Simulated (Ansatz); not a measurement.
Ansatz 0.2.0, relaxation: SnSe2

input.yaml:

```yaml
crystal:
  lattice:
    - [5.15082, 0.0, 0.0]
    - [-2.57541, 4.460745, 0.0]
    - [0.0, 0.0, 6.309837]
  atoms:
    - { symbol: Se, position: [0.3333, 0.6667, 0.75] }
    - { symbol: Se, position: [0.6666, 0.3333, 0.25] }
    - { symbol: Sn, position: [0.3333, 0.6667, 0.25] }
    - { symbol: Sn, position: [0.6666, 0.3333, 0.75] }
    - { symbol: Se, position: [0.0, 0.0, 0.0] }
    - { symbol: Se, position: [0.0, 0.0, 0.5] }
  symmetry: { tolerance: 0.0003 }
kpoints:
  mp_grid: { grid: [8, 8, 6], shift: [0, 0, 0] }
magnetization:
  spin_polarized: false
scf:
  occupations: { method: fermi_dirac }
  lower_state_search: "off"
hamiltonian:
  pseudopotentials: { kind: paw }
  xc: r2scan
basis:
  ecutwfc: 500
  fft_grid_basis: typed
relax:
  max_steps: 60
  cell: { p_target: 0.0 }
  f_tol: 0.03
output:
  forces: true
  stress: true
  eigenvalues: true
  bader: true
  populations: true
  elf: true
  write_potential: true
  volumetric_format: npy
  dos:
    e_range: [-12, 8]
    de: 0.05
    projected: { site_lists: { Se: [Se], Sn: [Sn] } }
checkpoint:
  read: saved_state
```

Run with:

```bash
ansatz run input.yaml --threads 2 --pin off --max-ram 2560MiB --backend cpu --events-out ev --progress --plain --runs-dir out
```

Origin of the cell: a known structure type with other elements, at an estimated volume, so it need not be a known compound.

The smearing width isn't typed, so it takes its default of 0.1 eV.

The saved state is a converged single point of the same cell.

Excerpt of the output:

```
SCF iter   1: F=-33988.909537 eV  HF=-33988.929470 eV  Δρ=2.68e-3  dr2=2.46e-2  dr2_τ=4.39e-4
SCF iter   2: F=-33988.923137 eV  HF=-33988.925914 eV  Δρ=1.13e-3  dr2=4.00e-3  dr2_τ=9.93e-5
SCF iter   3: F=-33988.925007 eV  HF=-33988.925244 eV  Δρ=4.19e-4  dr2=4.79e-4  dr2_τ=5.15e-6
SCF iter   4: F=-33988.925227 eV  HF=-33988.925210 eV  Δρ=2.31e-4  dr2=7.44e-5  dr2_τ=7.57e-7
SCF iter   5: F=-33988.925278 eV  HF=-33988.925277 eV  Δρ=5.62e-5  dr2=4.75e-6  dr2_τ=6.70e-8
SCF iter   6: F=-33988.925279 eV  HF=-33988.925280 eV  Δρ=1.63e-5  dr2=4.19e-7  dr2_τ=2.38e-8
SCF iter   7: F=-33988.925280 eV  HF=-33988.925280 eV  Δρ=6.25e-6  dr2=7.15e-8  dr2_τ=1.32e-9
relax step   1: F+E_penalty+E_count = -33988.925280 eV  Δ(F+E_penalty+E_count) = +0.000e0 eV  max|allowed force component| = 7.401e-17 eV/Å  Δτ_max = 0.0000 Å  P = -2.282 GPa  Ω = 144.978 Å³ […]
relax step   2: F+E_penalty+E_count = -33989.138147 eV  Δ(F+E_penalty+E_count) = -2.129e-1 eV  max|allowed force component| = 1.095e-16 eV/Å  Δτ_max = 0.0000 Å  P = -0.061 GPa  Ω = 138.208 Å³ […]
relax step   3: F+E_penalty+E_count = -33989.298841 eV  Δ(F+E_penalty+E_count) = -1.607e-1 eV  max|allowed force component| = 8.943e-17 eV/Å  Δτ_max = 0.0000 Å  P = +1.022 GPa  Ω = 136.603 Å³ […]
relax step   4: F+E_penalty+E_count = -33989.320329 eV  Δ(F+E_penalty+E_count) = -2.149e-2 eV  max|allowed force component| = 7.401e-17 eV/Å  Δτ_max = 0.0000 Å  P = -0.231 GPa  Ω = 141.994 Å³ […]
relax step   5: F+E_penalty+E_count = -33989.337563 eV  Δ(F+E_penalty+E_count) = -1.723e-2 eV  max|allowed force component| = 7.401e-17 eV/Å  Δτ_max = 0.0000 Å  P = -0.437 GPa  Ω = 141.023 Å³ […]
relax step   6: F+E_penalty+E_count = -33989.339290 eV  Δ(F+E_penalty+E_count) = -1.727e-3 eV  max|allowed force component| = 5.705e-17 eV/Å  Δτ_max = 0.0000 Å  P = +0.027 GPa  Ω = 140.034 Å³ […]
relax step   7: F+E_penalty+E_count = -33989.339298 eV  Δ(F+E_penalty+E_count) = -7.087e-6 eV  max|allowed force component| = 1.496e-16 eV/Å  Δτ_max = 0.0000 Å  P = -0.000 GPa  Ω = 140.083 Å³ […]
relax step   8: F+E_penalty+E_count = -33989.339537 eV  Δ(F+E_penalty+E_count) = -2.395e-4 eV  max|allowed force component| = 1.480e-16 eV/Å  Δτ_max = 0.0000 Å  P = +0.003 GPa  Ω = 140.083 Å³  stress off target by 5.55e-3 GPa […]
SCF 8 converged in 7 iterations: F = -33989.339537 eV  dr2 = 9.50e-12
basis re-selected at this cell: Δ(F+E_penalty+E_count) = -2.395e-4 eV, ΔP = +0.003 GPa vs the last step (what re-selecting the basis moved, of the pressure what is left beyond the Pulay corre […]
SCF converged after 7 iterations
Free energy (F): -33989.339537 eV
Harris-Foulkes:  -33989.339537 eV  (|F-HF|=3.64e-11)
Internal energy: -33989.224299 eV  (E = F + TS)
E sigma→0 (E₀):  -33989.281918 eV
Entropy (-TS):   -0.115238 eV (-19.206 meV/atom)
Fermi energy:    9.943781 eV
--- Per-component energies (eV) ---
  E_band       = -1645.602450
  E_kinetic    = 841.815686
  E_local      = -10424.584198  (includes V_loc(G=0)·N_el)
  E_nonlocal   = -2445.002045
  E_hartree    = 5436.910420
  E_xc         = -1141.862151
  E_vxc        = -629.733477  (∫ρ·V_xc dr)
  E_paw        = -16015.103432  (= ΣΔE_a)
  E_vpaw       = 104.686567  (= ΣTr[D̂ρ^β])
  E_aug_tail   = -0.000839  (compensation charges beyond the density's cutoff)
  E_vtau       = 33.395188  (kinetic-family band-sum trace: ∫τ·v_τ [+ j·A + Jᵃ·Aᵃ] dr)
  E_ewald      = -10235.809300
  E_core_change = -5.588441  (= ΣΔE_core)
  E_smearing   = -0.115238  (= −TS)
  Σ components = -33989.339537   (vs F -33989.339537, Δ=0.00e0)
--- Forces (eV/Å), atoms counted from 1 ---
  atom   1  Se     0.000000     0.000000    -0.000000
  atom   2  Se     0.000000    -0.000000     0.000000
  atom   3  Sn    -0.000000     0.000000    -0.000000
  atom   4  Sn    -0.000000    -0.000000     0.000000
  atom   5  Se     0.000000     0.000000    -0.000000
  atom   6  Se     0.000000     0.000000     0.000000
  max |Σ_I F_I| component: 9.25e-18 eV/Å
--- Stress (GPa, compression-positive) ---
        0.005549       0.000000       0.000000
        0.000000       0.005549       0.000000
        0.000000       0.000000      -0.003070
  P = ⅓ Tr σ = 0.0027 GPa (0.027 kbar)
--- Relaxed structure (7 steps of the walk, 7 accepted, 1 SCFs on fresh bases) ---
  F+E_penalty+E_count = -33989.339537 eV   max|allowed force component| = 1.480e-16 eV/Å   (the final SCF, on the basis selected at the relaxed cell)
  cell:  # Å, volume = 140.0833 Å³
    - [5.375116, 0.0, 0.0]
    - [-2.687558, 4.654987, 0.0]
    - [0.0, 0.0, 5.598610]
  atoms:
    - { symbol: Se, position: [0.333333, 0.666667, 0.750000] }
    - { symbol: Se, position: [0.666667, 0.333333, 0.250000] }
    - { symbol: Sn, position: [0.333333, 0.666667, 0.250000] }
    - { symbol: Sn, position: [0.666667, 0.333333, 0.750000] }
    - { symbol: Se, position: [-1.849e-17, 0.0, 0.0] }
    - { symbol: Se, position: [-1.849e-17, 0.0, 0.500000] }
--- Löwdin populations: 6 sites ---
  site symbol       q [e]
     0     Se     16.1834
     1     Se     16.1834
     2     Sn     13.4810
     3     Sn     13.4810
     4     Se     16.2121
     5     Se     16.2121
  spilling = 0.002684 (of n_electrons = 92.000000)
--- Bader charges: 6 sites ---
  site symbol  charge [e]  shift [e]
     0     Se     -0.6394     0.0001
     1     Se     -0.6394     0.0001
     2     Sn      1.0480     0.0001
     3     Sn      1.0480     0.0001
     4     Se     -0.4086     0.0000
     5     Se     -0.4086     0.0000
  estimated error of the sums over rays = 6.4e-4 e
```

Before:

Space group P6_3/mmc (No. 194); the run's cell has a = 5.151 Å, b = 5.151 Å, c = 6.310 Å, α = 90.00°, β = 90.00°, γ = 120.00°. Shortest distances: Se–Sn 2.97 Å, Se–Se 3.15 Å.

The relaxed structure.

Space group P6_3/mmc (No. 194); the run's cell has a = 5.375 Å, b = 5.375 Å, c = 5.599 Å, α = 90.00°, β = 90.00°, γ = 120.00°. Shortest distances: Se–Se 2.80 Å, Se–Sn 2.80 Å.

- Free energy lowered by: 69.0 meV/atom
- Volume change: -3.38 %
- Final pressure: 0.00 GPa
- Relaxation steps listed: 8
- Formation energy (elements under the same functional, gases as molecules, uncorrected): 0.084 eV/atom

Caveats: the relaxation held the start's symmetry, so the end may be a saddle point.

The run took 6.1 min on 2 threads of Arm Neoverse N1 (shared host), peak memory 0.91 GiB, from a saved density.
